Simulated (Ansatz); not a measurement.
Input:

SiC:
```
CELL_PARAMETERS angstrom
      0.00000     2.18987     2.18987
      2.18987     0.00000     2.18987
      2.18987     2.18987     0.00000
ATOMIC_POSITIONS crystal
  C  0.75000 0.75000 0.75000
  Si 0.00000 0.00000 0.00000
```

This is the PBE-relaxed structure.

**Question.** All from PBE (plane waves, PAW; program Ansatz), unless another level is named. Estimate the hole effective mass, band 2 of 3 at the edge.

**Answer.** 0.59 along [100], 0.59 along [110], 1.6 along [111] (mₑ).

**Question.** Predict the smallest direct gap on the standard path.

**Answer.** 4.53 eV.

**Question.** Predict the band gap.

**Answer.** 1.37 eV (indirect).

**Question.** Next, the hole effective mass, band 3 of 3 at the edge?

**Answer.** 0.36 along [100], 0.23 along [110], 0.20 along [111] (mₑ).

**Question.** And the conduction-band minimum?

**Answer.** at X (3 equivalent valleys).

**Question.** Give the valence-band maximum.

**Answer.** at Γ.

Space group F-43m (zinc blende). Symmetry was held in the PBE relaxation; phonons on a q-mesh show no instability.

Potentials: the later of the program's two PAW sets.
